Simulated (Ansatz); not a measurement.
ScPd$_{3}$:
```
ScPd3
1.0
    3.94298     0.00000     0.00000
    0.00000     3.94298     0.00000
    0.00000     0.00000     3.94298
Sc Pd
1 3
Direct
  0.00000   0.00000   0.00000
  0.50000   0.50000   0.00000
  0.00000   0.50000   0.50000
  0.50000   0.00000   0.50000
```

Relaxed with PBEsol. Special points in fractions of this cell's reciprocal vectors: Γ (0.000, 0.000, 0.000); X (0.000, 0.500, 0.000); M (0.500, 0.500, 0.000); R (0.500, 0.500, 0.500).

Question: List the band energies nearest the Fermi level at these points for PBEsol with spin–orbit coupling (plane waves, PAW; program Ansatz).

Answer: In eV from the Fermi level; about four levels below and three above (degenerate sets whole), none deeper than 8.9 eV; points with the same levels are listed once.

| k | below | above |
|---|---|---|
| Γ | -0.90 -0.90 -0.90 -0.90 -0.26 -0.26 | 0.06 0.06 0.24 0.24 0.24 0.24 |
| X | -1.50 -1.50 -0.73 -0.73 | 0.18 0.18 1.85 1.85 |
| M | -1.30 -1.30 -0.72 -0.72 | 2.18 2.18 2.22 2.22 |
| R | -0.11 -0.11 -0.11 -0.11 | 0.82 0.82 1.05 1.05 1.05 1.05 |

Space group Pm-3m (Cu3Au type). The first step of the workflow began from a Materials Project structure, measured or hypothetical; the Crystallography Open Database files this formula in space group No. 221, but the cells were not matched. Whether it is the stable phase at ambient conditions was not checked. The PBEsol relaxation kept the symmetry of its start; of distortions, only those at the zone centre were tested. No spin polarisation was allowed.

Potentials: the later of the program's two PAW sets.
